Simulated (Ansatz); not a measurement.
## Cold compression of CdTe (zincblende type)

```
CELL_PARAMETERS angstrom
0.00000 3.20370 3.20370
3.20370 0.00000 3.20370
3.20370 3.20370 0.00000
ATOMIC_POSITIONS crystal
Cd 0.00000 0.00000 0.00000
Te 0.25000 0.25000 0.25000
```

The cell comes from a relaxation on PAW files under the same functional, begun from a prototype that needn't be the stable phase.

Its volume is scaled at fixed shape and fractional positions.

All numbers are LDA results (scalar-relativistic) from Ansatz 0.2.0, with a Γ-centred 12×12×12 k mesh, Fermi–Dirac smearing of 0.05 eV, no spin polarisation. Methods: LAPW: all electrons, basis error target 1 meV/atom; PAW: frozen-core files, cutoff 420 eV; crystal datasets: all electrons, by PAW datasets that the program makes for each cell; norm-conserving: pseudopotentials, cutoff 1388 eV; PAW (cutoff 250 eV): frozen-core files, cutoff 250 eV.

Energies are extrapolated to zero smearing and count from the unscaled cell; pressure is positive in compression; gaps take the mesh and a band path. No temperature or zero-point motion is included.

Spin–orbit coupling is left out, which matters for the heavy atoms. The PAW files were made under PBE. The structure type is held throughout; the real material can change phase at far lower pressure.

```json
{"V/V0": "1.00", "V (Å³/atom)": "32.88", "P LAPW (GPa)": "0.04", "ΔE LAPW (eV/atom)": "0.000", "P PAW − LAPW (GPa)": "-0.02", "ΔE PAW − LAPW (meV/atom)": "0.0", "gap (eV)": "0.61"}
{"V/V0": "0.94", "V (Å³/atom)": "30.91", "P LAPW (GPa)": "?", "ΔE LAPW (eV/atom)": "?", "P PAW − LAPW (GPa)": "?", "ΔE PAW − LAPW (meV/atom)": "?", "gap (eV)": "?"}
{"V/V0": "0.88", "V (Å³/atom)": "28.94", "P LAPW (GPa)": "8.10", "ΔE LAPW (eV/atom)": "0.089", "P PAW − LAPW (GPa)": "-0.04", "ΔE PAW − LAPW (meV/atom)": "-0.5", "gap (eV)": "–"}
{"V/V0": "0.80", "V (Å³/atom)": "26.31", "P LAPW (GPa)": "17.71", "ΔE LAPW (eV/atom)": "0.294", "P PAW − LAPW (GPa)": "-0.06", "ΔE PAW − LAPW (meV/atom)": "-1.2", "gap (eV)": "–"}
{"V/V0": "0.72", "V (Å³/atom)": "23.67", "P LAPW (GPa)": "33.5", "ΔE LAPW (eV/atom)": "0.704", "P PAW − LAPW (GPa)": "-0.08", "ΔE PAW − LAPW (meV/atom)": "-2.3", "gap (eV)": "–"}
{"V/V0": "0.64", "V (Å³/atom)": "21.04", "P LAPW (GPa)": "60.3", "ΔE LAPW (eV/atom)": "1.453", "P PAW − LAPW (GPa)": "-0.13", "ΔE PAW − LAPW (meV/atom)": "-3.9", "gap (eV)": "–"}
{"V/V0": "0.55", "V (Å³/atom)": "18.08", "P LAPW (GPa)": "115.7", "ΔE LAPW (eV/atom)": "3.022", "P PAW − LAPW (GPa)": "-0.26", "ΔE PAW − LAPW (meV/atom)": "-7.3", "gap (eV)": "0.43"}
```

Problem. Fit the Vinet equation to the LAPW pressures shown (residuals weighted by 1/(|P| + 0.03·Pmax)), and predict the pressure of the withheld row.

Solution. The fit gives V0 = 32.92 Å³/atom, B0 = 44.5 GPa and B0′ = 5.28. At 30.91 Å³/atom, x = (V/V0)^(1/3) = 0.9792, and P = 3·B0·(1 − x)/x²·exp[1.5·(B0′ − 1)·(1 − x)] = 3.31 GPa. The run itself gave 3.38 GPa (-2.1 % off) and ΔE = 0.020 eV/atom.

Problem. At the smallest volume, how far do crystal datasets and norm-conserving and PAW (cutoff 250 eV) lie from LAPW in pressure?

Solution. crystal datasets: 0.00 GPa; norm-conserving: -0.23 GPa; PAW (cutoff 250 eV): -0.07 GPa, on a LAPW pressure of 115.7 GPa.

Problem. How do the Löwdin populations by LAPW change from the unscaled cell to the last row?

Solution. Cd 5s 0.88 → 0.76, Cd 4d 9.98 → 9.92, Te 5s 1.90 → 1.78, Te 5p 5.02 → 5.24 electrons an atom. These are projections on the shells that the free atoms fill; 0.23 e a cell lies outside them at the start and 0.35 e at the end.
